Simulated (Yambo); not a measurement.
**SrGeP2O8: sweep of GW parameters**

G0W0@LDA for SrGeP2O8 (space group C2/m, No. 12) in Yambo. Reference settings: 2×2×2 Γ-centred k mesh, 225 bands and a 7 Ry block in the screening, 225 bands in G with the Bruneval-Gonze terminator, plasmon pole fitted at 27.2 eV. The LDA gap (-0.5, -0.5, 0) → Γ on this mesh is 4.47 eV; G0W0 gaps are taken between the same points.

```tsv
change from the reference	G0W0 gap (-0.5, -0.5, 0) → Γ (eV)	shift of the valence edge (eV)	rough Yambo cost
reference settings	7.15	-1.28	1
68 bands in W, 68 bands in G	7.80	-1.17	about 1/5
133 bands in W, 133 bands in G	7.25	-1.18	within a factor of two
wavefunctions cut at 10 Ry	7.03	-0.88	about 1/2
wavefunctions cut at 30 Ry	7.16	-1.26	about 1/2
wavefunctions cut at 50 Ry	7.14	-1.28	within a factor of two
68 bands in W, 68 bands in G, 4 Ry block	7.86	-1.28	about 1/6
96 bands in W, 96 bands in G, 2 Ry block	7.89	-1.65	about 1/4
96 bands in W, 96 bands in G, 6 Ry block	7.39	-1.13	about 1/3
133 bands in W, 133 bands in G, 2 Ry block	7.75	-1.65	about 1/3
3 Ry block	7.26	-1.35	within a factor of two
4 Ry block	7.17	-1.28	within a factor of two
6 Ry block	7.14	-1.26	within a factor of two
96 bands in W, 96 bands in G, 3 Ry block, no terminator	7.58	-1.08	about 1/4
179 bands in W, 179 bands in G, 3 Ry block, no terminator	7.30	-1.21	within a factor of two
```

The reference isn't shown to be the converged limit. Costs are rough (shared machines), scaled to the same edge states, and given only for runs that recompute the screening.

Spin-orbit splittings are left out.

The standard potential for Ge keeps a d shell in the valence without the s and p states of that shell. In tests on such compounds this moved G0W0 gaps by up to about 0.9 eV, so absolute quasiparticle energies here are unreliable; differences between settings are what counts.

Geometry of the Materials Project entry, not relaxed at this level; primitive cell a = b = 4.6695 Å, c = 7.3271 Å, α = β = 93.62°, γ = 65.88°.

A shift is the quasiparticle energy of the state minus its LDA energy.
